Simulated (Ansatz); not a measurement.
Structure: CuI (F-43m) from a database structure, at its r2SCAN minimum. Space group F-43m (No. 216), cubic; conventional cell a = 6.024 Å, 27.32 Å³ an atom. Around Cu lie 4 I at 2.61 Å; around I lie 4 Cu at 2.61 Å. The runs used a cell of 8 atoms, 4 times the primitive one, so meshes, points and the kind of gap refer to a folded zone.

```
Cu I
1.0
     4.26020    0.00000   -0.00162
     0.00000    8.51933    0.00000
    -4.25794    0.00000    6.02405
Cu I
4 4
Direct
  0.73171 0.62501 0.26821
  0.73171 0.37499 0.76821
  0.73185 0.12499 0.26825
  0.73185 0.87501 0.76825
  0.98174 0.62499 0.01821
  0.98174 0.37501 0.51821
  0.98179 0.12500 0.01823
  0.98179 0.87500 0.51823
```

3 runs of the plane-wave code Ansatz on this cell differ in the functional (and in the settings that go with it). Levels are in eV from each run's valence top; v1 is the last filled band, c1 the first empty one.

Run A, mean stress +1.5 GPa (compression positive):

| point | v2 | v1 | c1 | c2 |
| --- | --- | --- | --- | --- |
| Γ | -0.01 | 0.00 | 2.67 | 3.84 |
| X | -0.86 | -0.86 | 3.84 | 3.84 |
| P | -0.87 | -0.87 | 3.62 | 3.62 |
| S | -0.73 | -0.21 | 4.04 | 4.38 |

Run B, mean stress 0.0 GPa (compression positive):

| point | v2 | v1 | c1 | c2 |
| --- | --- | --- | --- | --- |
| Γ | 0.00 | 0.00 | 1.67 | 2.90 |
| X | -0.71 | -0.71 | 2.90 | 2.90 |
| P | -0.74 | -0.74 | 2.56 | 2.56 |
| S | -0.63 | -0.18 | 2.99 | 3.36 |

Run C, mean stress +1.4 GPa (compression positive):

| point | v2 | v1 | c1 | c2 |
| --- | --- | --- | --- | --- |
| Γ | -0.01 | 0.00 | 3.33 | 4.53 |
| X | -0.89 | -0.89 | 4.52 | 4.52 |
| P | -0.89 | -0.89 | 4.31 | 4.31 |
| S | -0.75 | -0.22 | 4.73 | 5.07 |

**Question.** Match the runs to r2SCAN, HSE06, PBE0.

**Answer.** A is HSE06, B is r2SCAN, C is PBE0. In order of the gap: r2SCAN 1.67, HSE06 2.67, PBE0 3.33 eV. The stress vanishes for r2SCAN, which relaxed the cell.

Calculated for a static, non-magnetic cell.

Spin-orbit coupling is left out, which matters wherever the heavy atoms make up the band edges.

The stress of a hybrid is loosely converged in these runs.

The meshes of the hybrids are coarse, so their gaps aren't converged to the digits shown.
